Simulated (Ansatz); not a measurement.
Ca (omega (AlB2-type)): energy against volume

Computed with Ansatz 0.2.0, DFT, BLYP, plane waves (420 eV) with PAW, scalar-relativistic. (PAW data from PBE, frozen cores regenerated.)

The cell is scaled uniformly from the relaxed one, with fractional coordinates and shape fixed. Energies are extrapolated to zero smearing, pressures are those at the given smearing. Magnetic state: spin not included.

A Birch-Murnaghan fit gives V₀ = 43.19 Å³/atom, B₀ = 15.1 GPa, B₀′ = 3.2.

(1) What are the energy above the minimum and the pressure at 39.678 Å³/atom?

(2) What are the energy above the minimum and the pressure at 41.403 Å³/atom?

(3) What are the energy above the minimum and the pressure at 48.303 Å³/atom?

Answers

(1) 15.2 meV/atom and 1.47 GPa as computed.

(2) 3.7 meV/atom and 0.67 GPa as computed.

(3) 24.3 meV/atom and -1.43 GPa as computed.
